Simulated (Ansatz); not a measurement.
# Ansatz 0.2.0, relaxation: Te₂AuCl

The input file (Ansatz 0.2.0, plane waves):

```yaml
crystal:
  lattice:
    - [2.01503281, 5.94835679, 0.0]
    - [2.01503281, -5.94835679, 0.0]
    - [0.0, 0.0, -8.79496657]
  atoms:
    - { symbol: Te, position: [0.61077, 0.38923, 0.94839] }
    - { symbol: Te, position: [0.38923, 0.61077, 0.44839] }
    - { symbol: Te, position: [0.38923, 0.61077, 0.05161] }
    - { symbol: Te, position: [0.61077, 0.38923, 0.55161] }
    - { symbol: Au, position: [0.08659, 0.91341, 0.75] }
    - { symbol: Au, position: [0.91341, 0.08659, 0.25] }
    - { symbol: Cl, position: [0.8391, 0.1609, 0.75] }
    - { symbol: Cl, position: [0.1609, 0.8391, 0.25] }
  symmetry: { tolerance: 0.0003 }
kpoints:
  mp_grid: { grid: [6, 6, 2], shift: [0, 0, 0] }
magnetization:
  spin_polarized: false
scf:
  occupations: { method: fermi_dirac }
  lower_state_search: "off"
hamiltonian:
  pseudopotentials: { kind: paw }
  xc: pbesol
basis:
  ecutwfc: 420
  fft_grid_basis: typed
relax:
  max_steps: 60
  cell: { p_target: 20.0 }
  f_tol: 0.03
output:
  forces: true
  stress: true
  eigenvalues: true
  bader: true
  populations: true
  elf: true
  write_potential: true
  volumetric_format: npy
  dos:
    e_range: [-12, 8]
    de: 0.05
    projected: { site_lists: { Au: [Au], Cl: [Cl], Te: [Te] } }
  write_density: true
checkpoint:
  read: saved_state
```

The command:

```bash
ansatz run input.yaml --threads 2 --pin off --max-ram 2560MiB --backend cpu --events-out ev --progress --plain --runs-dir out
```

Origin of the cell: a database entry, scaled a little.

The smearing width isn't typed, so it takes its default of 0.1 eV.

The saved state is a converged single point of the same cell.

Steps («new basis» is an SCF on plane waves selected anew at the same cell):

```csv
step,ΔH (meV/atom),max force component (eV/Å),P (GPa),volume (Å³),SCF iterations,step was
1,0.0,0.082,-0.27,210.84,6,accepted
2,-331.3,1.143,13.43,181.94,7,accepted
3,-465.7,0.475,20.25,164.55,7,accepted
4,-484.7,0.225,21.59,160.79,7,accepted
5,-492.8,0.119,19.79,162.50,6,accepted
6,-496.7,0.053,20.42,161.01,6,accepted
7,-496.9,0.027,19.94,161.18,5,accepted
8,-497.0,0.012,19.94,161.14,5,accepted
9,-497.0,0.002,20.01,161.09,5,accepted
10,-496.1,0.002,20.00,161.09,6,new basis
```

Before:

Space group Cmcm (No. 63); the run's cell has a = 6.280 Å, b = 6.280 Å, c = 8.795 Å, α = 90.00°, β = 90.00°, γ = 142.57°. Shortest distances: Au–Te 2.68 Å, Te–Te 2.79 Å, Au–Cl 2.94 Å, Cl–Te 3.23 Å.

The relaxed structure.

Space group Cmcm (No. 63); the run's cell has a = 5.660 Å, b = 5.660 Å, c = 7.617 Å, α = 90.00°, β = 90.00°, γ = 138.68°. Shortest distances: Au–Te 2.61 Å, Au–Cl 2.66 Å, Te–Te 2.71 Å, Cl–Te 2.92 Å.

```xyz
8
Lattice="1.9968 5.2958 0.0000 1.9968 -5.2958 0.0000 0.0000 0.0000 -7.6165" Properties=species:S:1:pos:R:3 pbc="T T T"
Te    1.9968    1.3366   -7.3902
Te    1.9968   -1.3366   -3.5820
Te    1.9968   -1.3366   -0.2263
Te    1.9968    1.3366   -4.0346
Au    1.9968   -4.1122   -5.7124
Au    1.9968    4.1122   -1.9041
Cl    1.9968    3.8164   -5.7124
Cl    1.9968   -3.8164   -1.9041
```

* Enthalpy lowered by: 496.1 meV/atom
* Volume change: -23.60 %
* Final pressure: 20.00 GPa
* Relaxation steps listed: 10

Caveats: no spin, though holes on the anions or broken bonds may carry moments; no spin-orbit coupling, though heavy elements are present; the k mesh is coarse if the cell is a metal; the relaxation held the start's symmetry, so the end may be a saddle point.

It ran for 2.7 min on 2 threads of Arm Neoverse V2, on a shared host, peak memory 0.72 GiB, from a saved density.
